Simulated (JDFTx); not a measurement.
TiAl(001) slab cut from bulk TiAl (space group P4/mmm, indices of the conventional cell, lattice of the Materials Project entry mp-1953, not re-optimised): 3 atoms in 3 planes, a 1x1 cell of 7.90 Å² (|a| = 2.811, |b| = 2.811 Å), 3.9 Å between the outermost planes, Ti outermost, slab composition Ti2Al, cell height 20.1 Å, 8×8×1 k mesh, Fermi smearing 0.01 Ha, no spin polarisation. Whether this polymorph is the ambient one wasn't checked. Neither spin polarisation nor a larger cell was tried.

Profiles through the double layer of this slab, charged, in CANDLE, acetonitrile, 1 M NaF; PBE, GBRV ultrasoft potentials, plane waves to 20/100 Ha, a modified build of JDFTx. z is the height above the outermost atoms, φ the plane-averaged electrostatic potential energy of an electron (zero in the bulk liquid), ρ_b the bound charge of solvent and ions, s the cavity shape function (0 in the solid, 1 in the liquid).

| z (Å) | n (e/Å³) | s | φ (eV) | ρ_b (10⁻³ e/Å³) |
|---|---|---|---|---|
| 0.93 | 0.1203 | 0.00 | -5.349 | -0.01 |
| 1.38 | 0.0438 | 0.00 | -2.427 | -0.43 |
| 1.83 | 0.0184 | 0.00 | -0.943 | -3.96 |
| 2.27 | 0.0070 | 0.02 | -0.308 | -5.03 |
| 2.72 | 0.0025 | 0.11 | -0.136 | -0.73 |
| 3.17 | 0.0008 | 0.24 | -0.082 | 0.13 |
| 3.61 | 0.0003 | 0.37 | -0.057 | 0.02 |
| 4.06 | 0.0001 | 0.51 | -0.041 | -0.05 |
| 4.51 | 0.0000 | 0.64 | -0.031 | -0.06 |
| 4.95 | 0.0000 | 0.77 | -0.024 | -0.05 |
| 5.40 | 0.0000 | 0.90 | -0.019 | -0.03 |
| 5.85 | 0.0000 | 0.98 | -0.015 | -0.02 |
| 6.29 | 0.0000 | 1.00 | -0.012 | -0.02 |
| 6.74 | 0.0000 | 1.00 | -0.010 | -0.01 |
| 7.19 | 0.0000 | 1.00 | -0.008 | -0.01 |
| 7.63 | 0.0000 | 1.00 | -0.007 | -0.01 |

Q: Is the electrode positively or negatively charged, and roughly by how much?

A: Positively: σ = 7.4 μC/cm² per face. The liquid's bound charge is of the opposite sign overall, and far from the surface φ decays with the screening length (2.1 Å).
